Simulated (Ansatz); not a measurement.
Here is the system:

Ca$_{3}$BiP:
```cif
data_BiCa3P
_chemical_formula_sum 'Ca3 Bi1 P1'
_space_group_name_H-M_alt 'P 1'
_space_group_IT_number 1
_cell_length_a 5.40648
_cell_length_b 5.40648
_cell_length_c 5.40648
_cell_angle_alpha 90.000
_cell_angle_beta 90.000
_cell_angle_gamma 90.000
loop_
_space_group_symop_operation_xyz
  'x, y, z'
loop_
_atom_site_label
_atom_site_type_symbol
_atom_site_fract_x
_atom_site_fract_y
_atom_site_fract_z
_atom_site_occupancy
Ca1 Ca 0.00000 0.50000 0.50000 1
Ca2 Ca 0.50000 0.00000 0.50000 1
Ca3 Ca 0.50000 0.50000 0.00000 1
Bi1 Bi 0.00000 0.00000 0.00000 1
P1 P 0.50000 0.50000 0.50000 1
```

This is the r²SCAN-relaxed structure.

Q: All from DFT-r²SCAN in the program Ansatz with PAW potentials, unless another level is named. Predict the hole effective mass with spin–orbit coupling, band 2 of 2 at the edge.

A: 0.030 along [100], 0.031 along [110], 0.031 along [111] (mₑ).

Q: What about the hole effective mass, band 2 of 3 at the edge?

A: 0.28 along [100], 0.28 along [110], 0.29 along [111] (mₑ).

Q: Give the HSE06 gap on the r²SCAN cell.

A: 0.61 eV.

Q: And the electron effective mass?

A: 0.066 mₑ (isotropic).

Q: What about the band gap?

A: 0.64 eV (direct).

Space group Pm-3m (anti-perovskite). The first step of the workflow began from a Materials Project structure, measured or hypothetical; the Crystallography Open Database copy checked does not list it. Whether it is the stable phase at ambient conditions was not checked. Symmetry was held in the r²SCAN relaxation; its stability against distortions is not shown here. Scalar-relativistic: spin–orbit coupling is off unless named, which matters more the heavier the elements.

Potentials: the later of the program's two PAW sets.
